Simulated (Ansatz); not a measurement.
Pressure against volume: Be

```
CELL_PARAMETERS angstrom
3.74681 0.00000 0.00000
0.00000 3.74681 0.00000
0.00000 0.00000 2.28128
ATOMIC_POSITIONS crystal
Be 0.29741 0.29741 0.00000
Be 0.70259 0.70259 0.00000
Be 0.20259 0.79741 0.50000
Be 0.79741 0.20259 0.50000
```

Structure from Materials Project entry mp-1008501 (possibly hypothetical), not relaxed further.

Methods: DFT, PBEsol, all-electron LAPW, scalar-relativistic (Ansatz 0.2.0); DFT, PBEsol, PAW with Ansatz's default frozen-core files, scalar-relativistic (Ansatz 0.2.0).

For LAPW: a Γ-centred 9×9×14 k mesh, Fermi–Dirac smearing of 0.05 eV, basis error target 1 meV/atom, no spin polarisation. PAW takes a cutoff of 420 eV at this cell (files made with PBE, cores remade for this functional). The Ansatz runs share mesh, smearing and spin set-up. Plane-wave (PAW) pressures include the program's estimate of the Pulay term.

The cell above is scaled evenly, with fractional coordinates and shape held.

```json
{"V/V(cell)": "0.9400", "V (Å³/atom)": "7.526", "P, LAPW (GPa)": "?", "P, PAW (GPa)": "?", "free energy over the lowest listed, PAW (meV/atom)": "?"}
{"V/V(cell)": "0.9600", "V (Å³/atom)": "7.686", "P, LAPW (GPa)": "3.90", "P, PAW (GPa)": "4.01", "free energy over the lowest listed, PAW (meV/atom)": "3.0"}
{"V/V(cell)": "0.9800", "V (Å³/atom)": "7.846", "P, LAPW (GPa)": "1.24", "P, PAW (GPa)": "1.34", "free energy over the lowest listed, PAW (meV/atom)": "0.4"}
{"V/V(cell)": "0.9900", "V (Å³/atom)": "7.926", "P, LAPW (GPa)": "0.00", "P, PAW (GPa)": "0.09", "free energy over the lowest listed, PAW (meV/atom)": "0.0"}
{"V/V(cell)": "1.0000", "V (Å³/atom)": "8.007", "P, LAPW (GPa)": "-1.19", "P, PAW (GPa)": "-1.10", "free energy over the lowest listed, PAW (meV/atom)": "0.3"}
{"V/V(cell)": "1.0100", "V (Å³/atom)": "8.087", "P, LAPW (GPa)": "-2.33", "P, PAW (GPa)": "-2.25", "free energy over the lowest listed, PAW (meV/atom)": "1.1"}
{"V/V(cell)": "1.0200", "V (Å³/atom)": "8.167", "P, LAPW (GPa)": "-3.42", "P, PAW (GPa)": "-3.34", "free energy over the lowest listed, PAW (meV/atom)": "2.5"}
{"V/V(cell)": "1.0400", "V (Å³/atom)": "8.327", "P, LAPW (GPa)": "-5.46", "P, PAW (GPa)": "-5.40", "free energy over the lowest listed, PAW (meV/atom)": "6.9"}
{"V/V(cell)": "1.0600", "V (Å³/atom)": "8.487", "P, LAPW (GPa)": "-7.34", "P, PAW (GPa)": "-7.28", "free energy over the lowest listed, PAW (meV/atom)": "13.2"}
```

(1) Fill in the row V/V(cell) = 0.9400.

(2) What do Birch–Murnaghan fits to the pressures give?

Results:

(1) P, LAPW (GPa) = 6.80, P, PAW (GPa) = 6.92, free energy over the lowest listed, PAW (meV/atom) = 8.5.

(2) LAPW: V0 = 7.93 Å³/atom, B0 = 120 GPa, B0′ = 3.3; PAW: V0 = 7.93 Å³/atom, B0 = 121 GPa, B0′ = 3.3.
